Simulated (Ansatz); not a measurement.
Trial structure of BiAsSe, not yet relaxed:

```yaml
crystal:
  lattice:
    - [4.73042, 0.00000, 0.00000]
    - [0.00000, 4.73042, 0.00000]
    - [0.00000, 0.00000, 3.79441]
  atoms:
    - { symbol: Bi, position: [0.00000, 0.00000, 0.60411] }
    - { symbol: As, position: [0.50000, 0.50000, 0.13724] }
    - { symbol: Se, position: [0.50000, 0.50000, 0.78015] }
```

The calculation used Ansatz 0.2.0, DFT PBE, scalar-relativistic, plane waves, PAW. Cutoff 420 eV; k points 4×4×4 on the computed 3-atom cell (Γ-centred); Gaussian smearing, width 0.10 eV; no spin polarisation.

Energies over the elements count from the elements' standard structures at the same level, with no fitted energy shifts.

Task: What does a single point on this coarse mesh give?

Result: The pressure is 112.3 GPa (the mean over three directions, positive in compression), the largest force is 123.17 eV/Å, and the energy is +10.29 eV/atom against the elements. The shortest distance is 1.35 Å, so close that the PAW spheres overlap strongly and these values are rough.

Task: How much does it gain on relaxing, and where does it end?

Result: Relaxing gains about 10.2 eV/atom (the start's value is from the coarse mesh, so the gain is rough) in 24 ionic steps and ends at +0.07 eV/atom on the finer mesh. The symmetry stays P4mm (No. 99). The volume per atom shrinks by 1.0 %, from 28.3 to 28.0 Å³. The shortest distance goes from 1.35 Å (As–Se) to 2.42 Å (As–Se). The ratio c/a of the conventional cell changes by a factor of 1.75. Conventional cell: a = 3.916 Å, c = 5.485 Å. Bi has 4 As at 3.06 Å and 4 Se at 3.28 Å; As has 1 Se at 2.42 Å, 4 Bi at 3.06 Å and 1 Se at 3.07 Å; Se has 1 As at 2.42 Å, 1 As at 3.07 Å and 4 Bi at 3.28 Å.

The last run used a 12×12×8 mesh (in the run's order of axes) for its 3-atom cell and Gaussian smearing of 0.10 eV. Spin–orbit coupling, which can matter for Bi, is left out. The reference forms of As and Se are held partly by dispersion forces, which this level lacks. The relaxation can't lower the symmetry of the start. A structure relaxed within its symmetry needn't be a true minimum.
